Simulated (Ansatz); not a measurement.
# Rb (sc type) under strong compression

```xyz
1
Lattice="4.5480 0.0000 0.0000 0.0000 4.5480 0.0000 0.0000 0.0000 4.5480" Properties=species:S:1:pos:R:3 pbc="T T T"
Rb    0.0000    0.0000    0.0000
```

The cell comes from a relaxation on PAW files under the same functional, begun from a prototype that needn't be the stable phase.

Its volume is scaled at fixed shape and fractional positions.

Computed with Ansatz 0.2.0; functional PBEsol, scalar-relativistic. Settings: a Γ-centred 9×9×9 k mesh, Fermi–Dirac smearing of 0.1 eV, no spin polarisation. Methods: LAPW: all electrons, basis error target 1 meV/atom; PAW: frozen-core files, cutoff 420 eV; crystal datasets: all electrons, by PAW datasets that the program makes for each cell; norm-conserving: pseudopotentials, cutoff 626 eV; PAW (cutoff 300 eV): frozen-core files, cutoff 300 eV.

Energies are extrapolated to zero smearing and count from the unscaled cell; pressure is positive in compression; gaps take the mesh and a band path. No temperature or zero-point motion is included.

The PAW files were made under PBE.

| V/V0 | V (Å³/atom) | P LAPW (GPa) | ΔE LAPW (eV/atom) | P PAW − LAPW (GPa) | ΔE PAW − LAPW (meV/atom) |
| --- | --- | --- | --- | --- | --- |
| 1.00 | 94.07 | -0.01 | 0.000 | 0.00 | 0.0 |
| 0.88 | 82.78 | 0.36 | 0.011 | 0.00 | 0.0 |
| 0.78 | 73.38 | 0.88 | 0.046 | 0.00 | 0.0 |
| 0.68 | 63.97 | 1.77 | 0.122 | 0.00 | 0.0 |
| 0.58 | 54.56 | 3.19 | 0.270 | 0.00 | 0.0 |
| 0.50 | 47.04 | 4.76 | ? | 0.00 | 0.1 |
| 0.43 | 40.45 | 6.85 | 0.693 | 0.00 | 0.1 |

What belongs in the row "0.50", column "ΔE LAPW (eV/atom)"?

0.458.

From the table, what is the rise of the enthalpy H = E + pV up to the last row, and how stiff is the crystal between the last two rows?

ΔH = 0.693 eV + (6.85 GPa × 40.45 Å³ + 0.01 GPa × 94.07 Å³) × 0.006242 eV/(GPa·Å³) = 2.43 eV/atom, of which pV makes 71 %. The mean bulk modulus there is −ΔP/Δln V = 13.9 GPa.

At the smallest volume, how far do crystal datasets and norm-conserving and PAW (cutoff 300 eV) lie from LAPW in pressure?

crystal datasets: 0.00 GPa; norm-conserving: +0.01 GPa; PAW (cutoff 300 eV): 0.00 GPa, on a LAPW pressure of 6.85 GPa.
